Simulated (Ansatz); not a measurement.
Structure: a 14-atom cell of Si3C3N8 built on β-Si3N4 (relaxed group P-6), at its r2SCAN minimum. Space group P-6 (No. 174), hexagonal; a = 7.042 Å, c = 2.668 Å in the conventional setting, 8.19 Å³ an atom. Si has 4 N at 1.68–1.74 Å; C has 4 N at 1.43–1.58 Å; N has 3 Si at 1.70 Å; N has 3 C at 1.48 Å; N has 2 C at 1.58 Å and 1 Si at 1.74 Å; N has 1 C at 1.43 Å and 2 Si at 1.68 Å.

The questions ask for values computed with the plane-wave code Ansatz on this geometry. Spin-unpolarised throughout. Whether this structure exists isn't addressed.

Q: Is there a gap with r2SCAN, and of what kind?

A: With r2SCAN the valence top lies at Γ–A (0.29 of the way from Γ) and the conduction bottom at Γ, 2.67 eV higher; the smallest vertical gap, at Γ, is 2.85 eV.

Q: How does the gap change from r2SCAN to PBE (6×6×10)?

A: With PBE the valence top lies at Γ–A (0.30 of the way from Γ) and the conduction bottom at Γ, 2.29 eV higher; the smallest vertical gap, at Γ, is 2.49 eV. The gap differs by -0.38 eV from r2SCAN's.

Q: How does the gap change from r2SCAN to HSE06 (3×3×6)?

A: The HSE06 gap is indirect, 3.78 eV (Γ–A (0.29 of the way from Γ) to Γ), below the direct gap of 3.92 eV at Γ. The gap differs by +1.11 eV from r2SCAN's.

Q: How does the gap change from r2SCAN to PBE0 (3×3×6)?

A: PBE0 gives an indirect gap of 4.55 eV, from Γ–A (0.29 of the way from Γ) to Γ; the least direct gap is 4.68 eV at Γ. The gap differs by +1.88 eV from r2SCAN's.

Q: What are ε∞ and the Born charges with r2SCAN?

A: The clamped-ion dielectric constant comes out as 4.64 along x and y, 4.93 along z. Born charges, averaged over directions: Si +3.43, C +2.54, N -2.65 to -1.85 e. The program notes that the ground state's band table doesn't vouch for all the bands that the response reads.

Q: What do these levels agree on?

A: r2SCAN covers 26 % of the step from PBE to HSE06. Among these functionals the gap stays indirect.

Where an edge lies off the special points, it is a point of the mesh or the k point where a search put PBE's edge or least direct gap, reused for the other functionals, whose own edges may lie a little apart; PBE's own value is read along its path and can be a few hundredths of an eV high.

The meshes of the hybrids are coarse, so their gaps aren't converged to the digits shown.
